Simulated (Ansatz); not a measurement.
The relaxed structure here is a generated cell of Hf2Ge: the first start was made by a random draw of sites in a space group, and the end was not matched to a known phase here, so it may be hypothetical.

Relaxation of a randomly generated symmetric cell of Hf2Ge (space group No. 225); 3 atoms in the cell, which starts as Fm-3m (No. 225), cF12; a = b = c = 6.482 Å, α = β = γ = 90.00°. All values below come from r2SCAN (plane waves to 500 eV, PAW, scalar-relativistic; Ansatz, a program for electronic structure). Γ-centred k-mesh 6×6×6 on the run's cell (coarser than for final values), Fermi–Dirac smearing 0.05 eV. This is the first round of the run. 

The optimiser's lines from the output (shortened; P is positive under compression):

```
relax step   1: F+E_penalty+E_count = -35769.66091103 eV  Δ(F+E_penalty+E_count) = +0.000e0 eV  max|allowed force component| = 6.168e-18 eV/Å  Δτ_max = 0.0000 Å  P = -6.851 GPa  Ω = 68.096 Å³  (9 SCF iters, dr2 threshold 1.00e-7 eV, accepted)
relax step   2: F+E_penalty+E_count = -35769.57146127 eV  Δ(F+E_penalty+E_count) = +8.945e-2 eV  max|allowed force component| = 8.172e-17 eV/Å  Δτ_max = 0.0000 Å  P = +12.254 GPa  Ω = 58.615 Å³  (10 SCF iters, dr2 threshold 3.00e-7 eV, rejected (line search))
relax step   3: F+E_penalty+E_count = -35769.75567006 eV  Δ(F+E_penalty+E_count) = -9.476e-2 eV  max|allowed force component| = 1.850e-17 eV/Å  Δτ_max = 0.0000 Å  P = -0.953 GPa  Ω = 64.363 Å³  (14 SCF iters, accepted)
relax step   4: F+E_penalty+E_count = -35769.75727164 eV  Δ(F+E_penalty+E_count) = -1.602e-3 eV  max|allowed force component| = 2.005e-17 eV/Å  Δτ_max = 0.0000 Å  P = +0.099 GPa  Ω = 63.798 Å³  (7 SCF iters, dr2 threshold 3.00e-7 eV, accepted)
relax step   5: F+E_penalty+E_count = -35769.75728037 eV  Δ(F+E_penalty+E_count) = -8.731e-6 eV  max|allowed force component| = 3.084e-17 eV/Å  Δτ_max = 0.0000 Å  P = +0.002 GPa  Ω = 63.849 Å³  (4 SCF iters, dr2 threshold 2.44e-8 eV, accepted)
relax step   6: F+E_penalty+E_count = -35769.75675434 eV  Δ(F+E_penalty+E_count) = +5.260e-4 eV  max|allowed force component| = 3.238e-17 eV/Å  Δτ_max = 0.0000 Å  P = -0.004 GPa  Ω = 63.849 Å³  stress off target by 3.82e-3 GPa  SCF on the basis re-selected at this cell (its energy is not comparable with the rows above)  (8 SCF iters)
```

From the first to the last row the energy changes by -0.03 eV/atom and the volume by -6.2 %. The last row is marked as not comparable with the walk above it, whose basis was carried along; it does compare with step 1, since both stand on a basis selected at the nominal cutoff for their own cell.

Step 2 was rejected by the optimiser.

Later rounds, restarted from the end of this one on a renewed k-mesh, logged 4 more steps and released under 0.01 eV/atom more. The final structure after all rounds: Fm-3m (No. 225), cF12, anti-fluorite type; a = b = c = 6.3432 Å, α = β = γ = 90.00°. Between re-selections the logged energies stand on a plane-wave basis carried along with the cell. No spin polarisation in the result.

The run could not lose the symmetry of its start: the end is stationary, and may be a saddle point rather than a minimum.

All atoms sit on sites fixed by symmetry, so only the cell could relax.
